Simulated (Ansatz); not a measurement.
Si (simple cubic, space group No. 221) at seven volumes, DFT-PBE in the program Ansatz with PAW potentials, scaled uniformly. One row is withheld.

| V (Å³/atom) | P (GPa) |
|---|---|
| 14.739 | ? |
| 15.225 | 7.16 |
| 15.711 | 3.28 |
| 16.197 | 0.00 |
| 16.683 | -2.85 |
| 17.169 | -5.23 |
| 17.655 | -7.14 |

Question: Fit the shown pressures and predict the withheld one.

Answer: P = (3/2)B₀(x^(7/2) − x^(5/2))[1 + (3/4)(B′ − 4)(x − 1)] with x = (V₀/V)^(2/3). Least squares on the six rows gives V₀ = 16.191 Å³/atom, B₀ = 101 GPa, B′ = 4.61. At V = 14.739, x = 1.0646 and P = 11.79 GPa. The run itself gave 11.66 GPa.

Space group Pm-3m (simple cubic). A made-up cell: these elements were put on the sites of a structure type; neither database checked (COD, Materials Project) lists it. It is not the phase usual at ambient conditions (space group No. 227). The PBE relaxation kept the symmetry of its start; its stability against distortions is not shown here.

Potentials: the later of the program's two PAW sets.
